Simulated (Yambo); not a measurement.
Data:

```
CELL_PARAMETERS angstrom
      0.00000     2.57139     2.57139
      2.57139     0.00000     2.57139
      2.57139     2.57139     0.00000
ATOMIC_POSITIONS crystal
  F  0.50000 0.50000 0.50000
  K  0.00000 0.00000 0.00000
```

Workflow: PBEsol (Quantum ESPRESSO, PseudoDojo norm-conserving, 84 Ry, no spin-orbit coupling), then G0W0 in Yambo (4×4×4 Γ-centred k mesh, 140 bands and a 14 Ry block in the screening, 140 bands in G with the Bruneval-Gonze terminator, plasmon pole fitted at 27.2 eV).

Question: Give the PBEsol and G0W0 gaps between the band edges found on this mesh, and say where the edges lie.

Answer: Edges: Γ → Γ. PBEsol: 6.68 eV; G0W0: 10.49 eV. Convergence of the G0W0 settings was not tested. 

Geometry strained from the cell relaxed with PBEsol, atoms relaxed again.
